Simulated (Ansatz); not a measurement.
InAs (started from an entry of an open crystallographic database), relaxed with r2SCAN: 5 runs in Ansatz 0.2.0, each a construction of maximally localised Wannier functions. The symmetry is F-43m (No. 216, cubic); conventional cell a = 6.109 Å, 28.50 Å³ an atom. In is surrounded by 4 As at 2.65 Å; As is surrounded by 4 In at 2.65 Å. No spin polarisation and no zero-point or thermal motion.

```xyz
2
Lattice="0.0000 3.0546 3.0546 3.0546 0.0000 3.0546 3.0546 3.0546 0.0000" Properties=species:S:1:pos:R:3 pbc="T T T"
In    0.0000    0.0000    0.0000
As    1.5273    1.5273    1.5273
```

Windows count from the top of the filled bands, or the Fermi level where a functional gives no gap; a dash means that no such window was set (without an outer window there is no disentanglement). Rows marked drawn have settings drawn at random (some not listed).

```tsv
functional	SCF mesh	trial orbitals	functions	mesh	window (eV)	frozen (eV)	settings	Ω total (Å²)	Ω invariant (Å²)	largest spread (Å²)	least projectability	interpolation miss of the model's filled bands (eV, to the nearest computed level)
r2SCAN	6×6×6	As s, As p	4	6×6×6	–	–	chosen	9.45	8.78	2.36	0.73	0.348
r2SCAN	6×6×6	As p	3	6×6×6	–	–	chosen	10.63	10.09	3.54	0.61	0.345
HSE06	6×6×6	As s, As p	4	6×6×6	–	–	chosen	9.19	8.54	2.30	0.74	–
HSE06	6×6×6	As p	3	6×6×6	–	–	chosen	10.47	9.94	3.49	0.62	–
PBE	6×6×6	As s, As p, In s, In p (plain search)	8	6×6×6	-26.0 to +16.0	-8.0 to +1.5	drawn	17.32	11.38	2.75	0.86	0.107
```

Spin-orbit coupling is left out, which matters wherever the heavy atoms make up the band edges.
